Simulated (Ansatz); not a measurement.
Data sheet: ScTi₃C (DFT)

ScTi₃C:
```cif
data_CScTi3
_chemical_formula_sum 'Sc1 Ti3 C1'
_space_group_name_H-M_alt 'Pm-3m'
_space_group_IT_number 221
_space_group_name_Hall '-P 4 2 3'
_cell_length_a 4.26237
_cell_length_b 4.26237
_cell_length_c 4.26237
_cell_angle_alpha 90.000
_cell_angle_beta 90.000
_cell_angle_gamma 90.000
loop_
_atom_site_label
_atom_site_type_symbol
_atom_site_symmetry_multiplicity
_atom_site_Wyckoff_symbol
_atom_site_fract_x
_atom_site_fract_y
_atom_site_fract_z
_atom_site_occupancy
Sc1 Sc 1 a 0.00000 0.00000 0.00000 1
Ti1 Ti 3 c 0.00000 0.50000 0.50000 1
C1 C 1 b 0.50000 0.50000 0.50000 1
```

Space group Pm-3m (No. 221), anti-perovskite; conventional cell a = b = c = 4.2624 Å, α = β = γ = 90.00°.

Method: DFT-PBEsol in the program Ansatz with PAW potentials. Structure relaxed to zero pressure with the same functional. Other levels are named where they apply.

**Cell and energy**

- Volume per atom: 15.49 Å³
- Density: 4.30 g/cm³
- Formation energy from the elements (no fitted shifts): -0.26 eV/atom

**Electronic structure**

- Electronic character: metallic (no gap)
- Density of states at the Fermi level: 1.5 states/eV per atom (mean over ±0.08 eV)

**Mechanics**

* **Bulk modulus (Birch–Murnaghan fit)**: 137 GPa
* **Pressure derivative B′**: 3.8
* **Elastic constants (relaxed ions, GPa)**: C11 = 221, C12 = 96.1, C44 = 59.0
* **Mechanical stability**: stable (all eigenvalues of C positive)
* **Hill bulk and shear moduli**: 138 and 60.3 GPa
* **Young's modulus**: 158 GPa
* **Poisson's ratio**: 0.31
* **Debye temperature from the elastic constants**: 500 K

**Phonons**

* **Highest zone-centre frequency**: 579 cm^-1
* **Zone-centre stability**: no imaginary mode at Γ

The start of the workflow was typed in or built on a structure type; neither database checked (COD, Materials Project) lists it. Its standing as an ambient phase is unchecked. The PBEsol relaxation kept the symmetry of its start. No spin polarisation was allowed. As this level gives no gap, shear constants depend on the k-mesh and smearing (Fermi–Dirac, 0.1 eV here). As this level gives no gap, phonon frequencies hold no LO–TO term and depend on the k-mesh and smearing (Fermi–Dirac, 0.1 eV here). The references are the lowest solids computed at this level, not always the standard phases.

Potentials: the earlier of the program's two PAW sets. The files were generated under PBE; for other functionals the program regenerates the frozen cores, and for LDA and PBEsol the local potential too.
